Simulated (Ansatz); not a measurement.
LuZn2:
```cif
data_Lu4Zn8
_chemical_formula_sum 'Lu4 Zn8'
_space_group_name_H-M_alt 'Imma'
_space_group_IT_number 74
_space_group_name_Hall '-I 2b 2'
_cell_length_a 4.35710
_cell_length_b 6.82527
_cell_length_c 7.46417
_cell_angle_alpha 90.000
_cell_angle_beta 90.000
_cell_angle_gamma 90.000
loop_
_atom_site_label
_atom_site_type_symbol
_atom_site_symmetry_multiplicity
_atom_site_Wyckoff_symbol
_atom_site_fract_x
_atom_site_fract_y
_atom_site_fract_z
_atom_site_occupancy
Lu1 Lu 4 e 0.00000 0.25000 0.52781 1
Zn1 Zn 8 h 0.00000 0.03988 0.16592 1
```
(The calculation used a cell of 6 atoms; values per cell refer to that cell.)

Relaxed with r²SCAN.

**Question.** Which orbitals make up the states near the Fermi level in the program Ansatz at the r²SCAN level (PAW)?

**Answer.** Within 0.5 eV of the Fermi level: Lu 5d 67 %, outside the projected shells 25 %. Projections are on Löwdin-orthogonalised atomic valence shells; empty p or d shells of many metals are not among them.

**Question.** Tabulate the density of states.

**Answer.** States/eV per cell of 6 atoms, in 0.25 eV bins, energy from the Fermi level.

```
E (eV)   total  Zn 3d   Lu 4f  Lu 5d
------  ------  -----  ------  -----
-7.85    24.86  23.06    0.04   0.47
-7.60    42.96  41.08    0.07   0.60
-7.35    36.40  34.59    0.06   0.47
-7.10    32.25  31.68    0.05   0.20
-6.85    23.57  22.81    0.04   0.12
-6.60     1.86   1.19    0.00   0.08
-6.35     1.22   0.40    0.01   0.12
-6.10     1.34   0.33    0.01   0.17
-5.85     1.38   0.27    0.03   0.20
-5.60     1.66   0.28    0.13   0.25
-5.35     2.94   0.32    1.00   0.39
-5.10   111.75   0.50  109.67   0.47
-4.85     2.40   0.22    0.49   0.59
-4.60     1.92   0.17    0.12   0.66
-4.35     1.27   0.09    0.05   0.45
-4.10     1.09   0.06    0.03   0.39
-3.85     1.14   0.06    0.02   0.42
-3.60     1.27   0.06    0.02   0.47
-3.35     1.54   0.06    0.02   0.58
-3.10     1.63   0.06    0.02   0.62
-2.85     1.67   0.06    0.01   0.63
-2.60     1.79   0.06    0.01   0.69
-2.35     1.46   0.05    0.01   0.58
-2.10     1.70   0.05    0.01   0.68
-1.85     1.84   0.05    0.01   0.74
-1.60     2.29   0.05    0.01   0.95
-1.35     2.62   0.05    0.01   1.19
-1.10     2.78   0.05    0.01   1.46
-0.85     3.93   0.05    0.01   2.03
-0.60     3.86   0.05    0.01   2.08
-0.35     3.44   0.05    0.00   2.02
-0.10     2.78   0.05    0.00   1.84
0.15      2.68   0.06    0.00   1.89
0.40      3.39   0.07    0.00   2.53
0.65      3.81   0.08    0.00   2.97
0.90      2.55   0.05    0.00   1.99
1.15      2.15   0.05    0.00   1.67
1.40      1.73   0.04    0.00   1.31
1.65      2.01   0.04    0.00   1.51
1.90      1.79   0.04    0.00   1.29
2.15      2.05   0.04    0.00   1.53
2.40      2.41   0.04    0.00   1.84
2.65      2.52   0.04    0.00   1.90
2.90      2.34   0.03    0.00   1.68
3.15      3.22   0.04    0.00   2.21
3.40      4.21   0.04    0.00   2.83
3.65      4.34   0.04    0.00   2.82
3.90      4.53   0.04    0.00   2.76
4.15      5.37   0.04    0.00   3.12
4.40      3.81   0.03    0.00   1.83
4.65      3.94   0.02    0.00   1.88
```

The first step of the workflow began from a Materials Project structure, measured or hypothetical; the Crystallography Open Database copy checked does not list it. Its standing as an ambient phase is unchecked. Symmetry was held in the r²SCAN relaxation; its stability against distortions is not shown here. Spin–orbit coupling is left out wherever it is not named.

Potentials: the later of the program's two PAW sets.
